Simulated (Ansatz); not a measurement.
Gd (hcp (Mg type), P6_3/mmc) under volume change, PBE in the plane-wave PAW code Ansatz, shape and atoms relaxed at each volume.

| V (Å³/atom) | E − E(relaxed) (meV/atom) | P (GPa) |
|---|---|---|
| 30.900 | 13.7 | 2.32 |
| 31.886 | 3.3 | 1.09 |
| 32.872 | 0.0 | 0.00 |
| 33.858 | [?] | [?] |
| 34.844 | [?] | [?] |

### Question
Fill in the missing entries.

### Answer

- 34.844, E − E(relaxed) (meV/atom): 11.4
- 34.844, P (GPa): -1.77
- 33.858, E − E(relaxed) (meV/atom): 3.0
- 33.858, P (GPa): -0.94

### Question
What does a third-order Birch–Murnaghan fit give for V₀, B₀ and B′?

### Answer
V₀ = 32.88 Å³/atom, B₀ = 33.7 GPa, B′ = 3.5.

Symmetry was held in the PBE relaxation, as lowered by the spin order. The final state is antiferromagnetic, chosen from 5 collinear starts compared on coarse meshes (ties went to the first, and starts can fall back to one state), not a proven ground state. Textbook magnetic order: ferromagnetic. Caveat: open 4f shells can settle in a state that is not the lowest. No Hubbard U is applied. Spin–orbit coupling is left out wherever it is not named.

Potentials: the earlier of the program's two PAW sets.
